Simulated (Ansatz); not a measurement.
Hf (hcp (Mg type), P6_3/mmc) at seven volumes, LDA in the plane-wave PAW code Ansatz, shape and atoms relaxed at each. One row is withheld.

| V (Å³/atom) | P (GPa) |
|---|---|
| 18.954 | 13.27 |
| 19.579 | ? |
| 20.204 | 3.87 |
| 20.829 | 0.00 |
| 21.454 | -3.38 |
| 22.079 | -6.35 |
| 22.704 | -8.95 |

Fit the shown pressures and predict the withheld one.

P = (3/2)B₀(x^(7/2) − x^(5/2))[1 + (3/4)(B′ − 4)(x − 1)] with x = (V₀/V)^(2/3). Least squares on the six rows gives V₀ = 20.830 Å³/atom, B₀ = 120 GPa, B′ = 3.35. At V = 19.579, x = 1.0422 and P = 8.24 GPa. The run itself gave 8.27 GPa.

The LDA relaxation kept the symmetry of its start. The run is not spin-polarised. Spin–orbit coupling is left out wherever it is not named.

Potentials: the later of the program's two PAW sets.
